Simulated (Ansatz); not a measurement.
Is this HfTi3N4 structure stable?

The structure comes from a generated guess, relaxed at this level; another structure or a mixture of phases may lie lower.

Theory: DFT PBE, scalar-relativistic, plane waves, PAW (Ansatz). Settings of the last relaxation (8-atom cell): 420 eV, 10×10×10 k points, Gaussian smearing of 0.10 eV, no spin polarisation.

```
Hf Ti N
1.0
     4.34186    0.00000    0.00000
     0.00000    4.34186    0.00000
     0.00000    0.00000    4.34186
Hf Ti N
1 3 4
Direct
  0.00000 0.00000 0.00000
  0.50000 0.00000 0.50000
  0.00000 0.50000 0.50000
  0.50000 0.50000 0.00000
  0.50000 0.50000 0.50000
  0.00000 0.50000 0.00000
  0.50000 0.00000 0.00000
  0.00000 0.00000 0.50000
```

The zero of energy is the elements' standard structures at the same level (N₂ as a molecule); no fitted shifts are applied.

Q: These tests were run: energy against the elements; random kick, then relaxation without symmetry; phonons on a 2×2×2 q mesh; elastic tensor. What do they show?

A:

```json
{"test": "energy against the elements", "result": "−1.67 eV/atom"}
{"test": "random kick, then relaxation without symmetry", "result": "returns"}
{"test": "phonons on a 2×2×2 q mesh", "result": "no imaginary mode on the mesh"}
{"test": "elastic tensor", "result": "least eigenvalue 151 GPa"}
```

It fails none of these tests. Other phases of the system weren't compared here, so this isn't yet thermodynamic stability.

These runs have no spin–orbit coupling, which can matter for Hf. The kick test ran on a coarse mesh. The run for the phonons used a 10×10×10 k mesh and Fermi–Dirac smearing of 0.15 eV. The run for the elastic tensor used a 10×10×10 k mesh and Fermi–Dirac smearing of 0.15 eV.
